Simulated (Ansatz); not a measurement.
The relaxed structure here is a generated cell of SiNi2: the first start was made by placing the elements on the sites of a structure type, and the end was not matched to a known phase here, so it may be hypothetical.

The end point of a relaxation of SiNi2. Space group Pn-3m (No. 224), AFLOW prototype A2B_cP6_224_b_a (C3, as in Cu2O). All values below come from PBEsol (plane waves to 420 eV, PAW, scalar-relativistic; Ansatz, a program for electronic structure).

Space group Pn-3m, origin choice 1 (No. 224); a = b = c = 4.793 Å, α = β = γ = 90.00°

```json
[
 {"atom": "Ni", "site": "4c", "symmetry": ".-3m", "x": "0.7500", "y": "0.7500", "z": "0.7500"},
 {"atom": "Si", "site": "2a", "symmetry": "-43m", "x": "0.0000", "y": "0.0000", "z": "0.0000"}
]
```

Problem. Give the magnetic moment at the level PBEsol.

Solution. Zero (the starting moments vanished).

No spin polarisation in the result: the starting moments vanished. A magnetic state may lie lower.

The run could not lose the symmetry of its start, so the end can be a saddle point.

All atoms sit on sites fixed by symmetry, so only the cell could relax.
